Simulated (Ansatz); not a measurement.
**K: trigonal deformation path**

These are results of Ansatz, DFT r2SCAN, scalar-relativistic, plane waves, PAW, not measurements. Cutoff 500 eV, Γ-centred 12×12×12 k-points, Gaussian smearing of 0.15 eV. No spin polarisation. Energies are free energies at this smearing, counted from the undisturbed cell; pressure is positive in compression.

Reference structure (as given, not relaxed at this level; it stands at 0.0 GPa; this simple cubic form isn't the usual structure):

```
K
1.0
     4.31044    0.00000    0.00000
     0.00000    4.31044    0.00000
     0.00000    0.00000    4.31044
K
1
Direct
  0.00000 0.00000 0.00000
```

At fixed volume and fractional coordinates, lengths along (0.577, 0.577, 0.577) are scaled against those across it; ρ is that ratio over its starting value. The cell is metallic on the mesh throughout. At ρ = 0.500 the cell becomes cubic (Im-3m); At ρ = 2.000 the cell becomes cubic (Fm-3m), and there the slope of the energy vanishes by symmetry.

Q: Over the sampled range (0.500 to 2.000), is the undisturbed cell the lowest point?

A: No: the energy is lower at ρ = 2.000, -107.5 in ΔE (meV/atom).

The scan:

| ρ | ΔE (meV/atom) |
| --- | --- |
| 0.500 | -106.7 |
| 0.710 | -46.6 |
| 1.000 | 0.0 |
| 1.410 | -46.4 |
| 2.000 | -107.5 |